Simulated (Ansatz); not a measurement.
An Ansatz input:

```yaml
crystal:
  lattice:
    - [2.4253567651, 0.0, 0.0]
    - [-1.2126783825, 2.1004205718, 0.0]
    - [0.0, 0.0, 7.847318766]
  atoms:
    - { symbol: Mn, position: [1.0, 0.0, 0.0], spin: 3.0 }
    - { symbol: Mn, position: [1.0, 0.0, 0.5], spin: 3.0 }
    - { symbol: Mn, position: [0.3333333333, 0.6666666667, 0.25], spin: -3.0 }
    - { symbol: Mn, position: [0.6666666667, 0.3333333333, 0.75], spin: -3.0 }
hamiltonian:
  xc: mr2scan
  pseudopotentials:
    kind: paw
    azcp:
      Mn: "pseudopotentials/Mn.paw.azcp"
basis:
  ecutwfc: 500
  fft_grid_basis: typed
kpoints:
  mp_grid: { grid: [16, 16, 5], shift: [0, 0, 0] }
magnetization:
  spin_polarized: true
scf:
  occupations: { method: fermi_dirac, width: 0.05 }
  lower_state_search: "off"
output:
  stress: true
```

Output

```
Engine: ansatz 0.2.0, aarch64-unknown-linux-gnu
Pseudopotentials: kind: paw
Pseudopotential: Mn, paw, valence charge 15, recommended cutoff 500 eV (meta_gga) 
Functional definition: m-r2SCAN
  exchange = m_r2scan_x
  correlation = m_r2scan_c
Crystal: 4 atoms, lattice volume = 39.976 Å³
Basis set: ecut = 500 eV, 1031 PW (Γ), exchange–correlation on 72×72×240 points (64 copies of the dense FFT grid, shifted against one another)
Bands: 44, of which v1, the nominal top of the filled ones, is band 30 counted from 1 (29 counted from 0)
Symmetry: 24 space group operations
Space group: P63/mmc (ITA 194), of the structure as read, at distance tolerance 3.4e-5 Å
Magnetic group: BNS 194.263 (UNI 1493), of the structure as read, at distance tolerance 3.4e-5 Å
k-points: 90 of 1280
Non-local potential: Mn, projectors of the file, l = 0: 3, l = 1: 2, l = 2: 3, l = 3: 1
PAW form: soft (Blöchl's): semilocal exchange-correlation on the pseudo side does not see the compensation charge
PAW frozen core: Mn, regenerated for the run's functional (the file was generated under x = pbe(κ = 0.804, μ = 0.2195149727645171), c = pbe(β = 0.06672455060314922))
PAW one-centre angular grid: Mn, 590 points (default); XC on 160 Gauss nodes
Initial density: superposition of atomic densities (chi_scale 0.1, normalization cell)
Starting moments: Σ|m| = 12 μB on 4 of 4 sites
Starting magnetic order: compensated ferrimagnet; no operation exchanges its spin sublattices
Initial wavefunctions: pseudopotential atomic-orbital guess
Functional: x = mr2scan, c = mr2scan; τ floored in thin density (d = 2e-4 eV/Å³)
SCF iter   1: F=-15610.662962 eV  HF=-15612.732367 eV  |F-HF|=2.07e0  |Δ(HF+E_count)|=         —  Δρ=1.48e-1 (↑1.47e-1 ↓1.48e-1)  dr2=3.83e0  dr2_τ=1.48e-1  dr2_m=6.71e0  M=0.045 μB ∫|m|=6.855 μB  β_m=0.30  ethr=3.10e-3  ⟨swp⟩=4.8  Hψ=26852  notcnv=0  defer=212
Mixer restart at iter 1: flushing history
spin-set hold released at iteration 1 (the charge has settled, or the pull on large starting moments outlasts its swing): the magnetisation degrees of freedom join the quasi-Newton model from the next iteration; the mixer history was flushed
SCF iter   2: F=-15612.543482 eV  HF=-15612.378777 eV  |F-HF|=1.65e-1  |Δ(HF+E_count)|=   3.54e-1  Δρ=1.01e-1 (↑9.94e-2 ↓1.01e-1)  dr2=7.46e-1  dr2_τ=7.98e-2  dr2_m=3.46e0  M=-0.029 μB ∫|m|=6.756 μB  β_m=0.30  ethr=3.10e-3  ⟨swp⟩=3.5  Hψ=14801  notcnv=0  defer=820  κ⁻¹=1.0e0(r=1)
SCF iter   3: F=-15612.921544 eV  HF=-15612.934072 eV  |F-HF|=1.25e-2  |Δ(HF+E_count)|=   5.55e-1  Δρ=7.99e-2 (↑7.99e-2 ↓5.55e-2)  dr2=4.19e-1  dr2_τ=3.21e-2  dr2_m=1.65e0  M=-0.053 μB ∫|m|=5.547 μB  β_m=0.30  ethr=1.24e-3  ⟨swp⟩=3.0  Hψ=13071  notcnv=0  defer=820  κ⁻¹=1.7e-1(r=2)
SCF iter   4: F=-15608.569259 eV  HF=-15613.407976 eV  |F-HF|=4.84e0  |Δ(HF+E_count)|=   4.74e-1  Δρ=1.03e-1 (↑7.49e-3 ↓1.03e-1)  dr2=5.36e0  dr2_τ=3.04e-2  dr2_m=1.04e0  M=-0.025 μB ∫|m|=4.908 μB  β_m=0.77  ethr=6.98e-4  ⟨swp⟩=2.6  Hψ=12221  notcnv=0  defer=818  κ⁻¹=1.6e-2(r=3)
SCF iter   5: F=-15613.627636 eV  HF=-15613.574945 eV  |F-HF|=5.27e-2  |Δ(HF+E_count)|=   1.67e-1  Δρ=2.30e-2 (↑2.30e-2 ↓1.48e-2)  dr2=6.03e-2  dr2_τ=3.24e-3  dr2_m=1.17e-1  M=0.018 μB ∫|m|=3.294 μB  β_m=0.30  ethr=6.98e-4  ⟨swp⟩=2.8  Hψ=13324  notcnv=0  defer=818  κ⁻¹=4.1e-3(r=4)
...
iter 20 did not close the SCF: its close was put off for a magnetic moment that had not settled (scf_convergence_deferred on its scf_iter line)
SCF iter  20: F=-15613.834821 eV  HF=-15613.834821 eV  |F-HF|=1.85e-8  |Δ(HF+E_count)|=   6.75e-8  Δρ=1.20e-6 (↑5.93e-7 ↓1.20e-6)  dr2=2.40e-10  dr2_τ=5.15e-12  dr2_m=1.15e-10  M=-0.000 μB ∫|m|=0.000 μB  β_m=1.20  ethr=2.84e-12  ⟨swp⟩=2.0  Hψ=23727  notcnv=0  κ⁻¹=1.5e-5(r=8)
SCF iter  21: F=-15613.834821 eV  HF=-15613.834821 eV  |F-HF|=5.47e-9  |Δ(HF+E_count)|=   1.58e-8  Δρ=6.82e-7 (↑3.65e-7 ↓6.82e-7)  dr2=1.41e-10  dr2_τ=1.25e-12  dr2_m=3.11e-11  M=-0.000 μB ∫|m|=0.000 μB  ethr=1.00e-12  ⟨swp⟩=1.0  Hψ=21230  notcnv=0
WARN: the starting moments were not kept: the SCF closed with an absolute magnetisation of 6.3e-5 μB, where they sum to 12 μB in size (4 sites). That is at most 0.1 of that sum. Measured as dr2_m measures the in/out step, that magnetisation stands 1.3e-9 eV from none, at or under the dr2_threshold of 1.0e-7 eV: it is no larger than a step whose dr2_m would equal this threshold. The system may hold no moment; this SCF shows only that its start led to no more than that. To try another start: raise the starting moments (crystal.atoms[].spin, magnetization.per_species, magnetization.initial_magnetization, or on a non-collinear deck that types none of these the spinor_matrix: blocks that start its atoms; where the total moment is fixed, keep their sum and leave initial_magnetization as it is; typed ones take the place of any that the run laid by itself, positive ones on a crystal's lanthanoids without a Hubbard term where scf.initial_density.shell_occupations: [] is typed) or, if the notice of its spin-set hold's release reads "site moments contracting" or "site moments show no strong build", lengthen the hold (scf.mixing.spin_hold: { on: { confirm: 4 } }; for m-r²SCAN on two components see the key's manual first). Each may lead to a state that holds a moment. A second SCF, from the converged charge density, with the starting moments and any scf.initial_density.shell_occupations laid on it anew, would have followed, and was not run: the deck does not ask for one (magnetization.retry_lost_moments is false, the default). To let it run, set magnetization.retry_lost_moments: true and run the deck again, where that key's refused combinations let it; where memory then withholds it, that run's warning says so.
SCF 1 converged in 21 iterations: F = -15613.834821 eV  dr2 = 1.41e-10
this state was not tested for a lower state beside it, because the mixer in use, unlike msr1, does not test its closes by its own steps (another_mixer; see scf.mixing.algorithm and scf.lower_state_search)
SCF converged after 21 iterations
Magnetization: -0.0000 μB (30.0000 up, 30.0000 down)
Absolute magnetization: 0.0001 μB (∫|ρ↑−ρ↓|, with the PAW one-centre terms)
Spin contamination: 0.0000 ħ² per cell (⟨S²⟩ above its minimum at these occupations)
Per-site moments (μB) at R_I (Å): [(-1.8049917425106762e-5, 0.99425001596333), (-1.8049917425189792e-5, 0.9942500159633298), (4.869299412028641e-8, 0.99425001596333), (4.869299418568759e-8, 0.9942500159633298)]
Free energy (F): -15613.834821 eV
Harris-Foulkes:  -15613.834821 eV  (|F-HF|=5.47e-9)
Internal energy: -15613.799998 eV  (E = F + TS)
E sigma→0 (E₀):  -15613.817409 eV
Entropy (-TS):   -0.034824 eV (-8.706 meV/atom)
Fermi energy:    21.933085 eV
--- Per-component energies (eV) ---
  E_band       = -606.827428
  E_kinetic    = 1244.046392
  E_local      = -5935.193036  (includes V_loc(G=0)·N_el)
  E_nonlocal   = 947.455723
  E_hartree    = 2492.513594
  E_xc         = -451.240245
  E_vxc        = -665.904004  (∫ρ·V_xc dr)
  E_paw        = -5221.817392  (= ΣΔE_a)
  E_vpaw       = -1228.308004  (= ΣTr[D̂ρ^β])
  E_aug_tail   = -0.000018  (compensation charges beyond the density's cutoff)
  E_vtau       = 46.047120  (kinetic-family band-sum trace: ∫τ·v_τ [+ j·A + Jᵃ·Aᵃ] dr)
  E_ewald      = -8688.432843
  E_core_change = -1.132172  (= ΣΔE_core)
  E_smearing   = -0.034824  (= −TS)
  E_closure    = 0.000000  (closes the sum)
  Σ components = -15613.834821   (vs F -15613.834821, Δ=0.00e0)
--- Stress (GPa, compression-positive) ---
       13.727986       0.000000      -0.000000
        0.000000      13.727986      -0.000000
       -0.000000      -0.000000      14.005634
  P = ⅓ Tr σ = 13.8205 GPa (138.205 kbar)
```
